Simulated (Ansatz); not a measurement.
# InPt3: stiffness from a series of strains

```xyz
4
Lattice="3.9880 0.0000 0.0000 0.0000 3.9880 0.0000 0.0000 0.0000 3.9880" Properties=species:S:1:pos:R:3 pbc="T T T"
In    0.0000    0.0000    0.0000
Pt    1.9940    1.9940    0.0000
Pt    0.0000    1.9940    1.9940
Pt    1.9940    0.0000    1.9940
```

Atoms are numbered in the order listed.

The cell is COD entry 9009698, as deposited and not checked against the literature; nothing was relaxed.

Spin polarisation is left out, and whether a magnetic state lies lower isn't shown here.

No spin–orbit coupling, which matters for the heavy atoms here.

These are results of DFT, PBEsol, all-electron LAPW, scalar-relativistic in Ansatz 0.2.0, not measurements.

The runs use a Γ-centred 10×10×10 k mesh, Fermi–Dirac smearing of 0.05 eV, basis error target 0.5 meV/atom, no spin polarisation.

The strain is applied along the Cartesian axes of the cell as listed (the other components stay zero). Fractional coordinates are held (clamped ions).

σ is the change of stress from the unstrained cell, which is at 0.84 GPa; tension is positive, so slopes are stress–strain coefficients at that pressure. In a metal the k mesh adds noise.

Only quantities that a quadratic follows smoothly over the whole series are listed; rougher ones are left out.

```tsv
εxx = εyy	σzz (GPa)	σxx (GPa)
-0.0200	-8.53	-11.49
-0.0100	-4.04	-5.40
0.0000	0.00	0.00
0.0200	7.00	8.87
```

Q: Fit the series and read off the stiffness at zero strain.

A: Least-squares fits y = p0 + p1 x + p2 x² to the rows give σzz (GPa): p1 = 388, p2 = -1900; σxx (GPa): p1 = 509, p2 = -3300. So 2 C12 = 388 GPa and C11 + C12 = 509 GPa.

Q: One run, at εxx = εyy = 0.0100, is withheld. Predict its row.

A: The fits give 3.70, 4.77; the run gave 3.66, 4.74.
